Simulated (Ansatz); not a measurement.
Zr₃HRh in space group Pm-3m (No. 221; Rh on 1a, Zr on 3c, H on 1b) under volume change, DFT-PBEsol in the program Ansatz with PAW potentials, scaled uniformly.

```tsv
V (Å³/atom)	E − E(relaxed) (meV/atom)	P (GPa)
14.544	64.6	15.51
15.023	27.2	9.57
15.503	6.5	4.44
15.982	0.0	0.00
16.462	5.9	-3.83
16.941	22.4	-7.14
17.420	48.2	-9.99
```

Q: What does a third-order Birch–Murnaghan fit give for V₀, B₀ and B′?

A: V₀ = 15.98 Å³/atom, B₀ = 137 GPa, B′ = 3.9.

The start of the workflow was typed in or built on a structure type; neither database checked (COD, Materials Project) lists it. Whether it is the stable phase at ambient conditions was not checked. Symmetry was held in the PBEsol relaxation. At this level the phase is mechanically unstable. The run is not spin-polarised.

Potentials: the earlier of the program's two PAW sets. The files were generated under PBE; for other functionals the program regenerates the frozen cores, and for LDA and PBEsol the local potential too.
